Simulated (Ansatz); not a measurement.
## Nb$_{3}$Ir: computed property card

Nb₃Ir:
```cif
data_Ir2Nb6
_chemical_formula_sum 'Nb6 Ir2'
_space_group_name_H-M_alt 'Pm-3n'
_space_group_IT_number 223
_space_group_name_Hall '-P 4n 2 3'
_cell_length_a 5.14990
_cell_length_b 5.14990
_cell_length_c 5.14990
_cell_angle_alpha 90.000
_cell_angle_beta 90.000
_cell_angle_gamma 90.000
loop_
_atom_site_label
_atom_site_type_symbol
_atom_site_symmetry_multiplicity
_atom_site_Wyckoff_symbol
_atom_site_fract_x
_atom_site_fract_y
_atom_site_fract_z
_atom_site_occupancy
Nb1 Nb 6 c 0.00000 0.50000 0.25000 1
Ir1 Ir 2 a 0.00000 0.00000 0.00000 1
```

Space group Pm-3n (No. 223), A15 (Cr3Si type); conventional cell a = b = c = 5.150 Å, α = β = γ = 90.00°.

Method: r²SCAN in the plane-wave PAW code Ansatz. The cell and atoms are relaxed at this level. Other levels are named where they apply.

**Cell and energy**

```yaml
volume_per_atom: 17.07 Å³
density: 11.45 g/cm³
Formation energy from the elements (no fitted shifts): -0.49 eV/atom
```

**Electronic structure**

```yaml
electronic_character: metallic (no gap)
Density of states at the Fermi level: 0.59 states/eV per atom (mean over ±0.08 eV)
Gap with spin–orbit coupling: none (metallic)
```

**Mechanics**

```yaml
Bulk modulus (Birch–Murnaghan fit): 233 GPa
Pressure derivative B′: 4.1
Elastic constants (relaxed ions, GPa): C11 = 442, C12 = 127, C44 = 84.5
mechanical_stability: stable (all eigenvalues of C positive)
hill_bulk_and_shear_moduli: 232 and 109 GPa
Young's modulus: 282 GPa
Poisson's ratio: 0.30
debye_temperature_from_the_elastic_constants: 398 K
```

**Phonons**

```yaml
highest_zone_centre_frequency: 303 cm⁻¹
zone_centre_stability: no imaginary mode at Γ
```

**Charges**

```yaml
bader_charges: Nb +0.76, Ir -2.28 e
```

The first step of the workflow began from a Materials Project structure, measured or hypothetical; the Crystallography Open Database files this formula in space group No. 223, but the cells were not matched. Its standing as an ambient phase is unchecked. The r²SCAN relaxation kept the symmetry of its start. No spin polarisation was allowed. As this level gives no gap, shear constants depend on the k-mesh and smearing (Fermi–Dirac, 0.1 eV here). As this level gives no gap, phonon frequencies hold no LO–TO term and depend on the k-mesh and smearing (Fermi–Dirac, 0.1 eV here). The references are the lowest solids computed at this level, not always the standard phases. Scalar-relativistic: spin–orbit coupling is off unless named, which matters more the heavier the elements.

Potentials: the later of the program's two PAW sets.
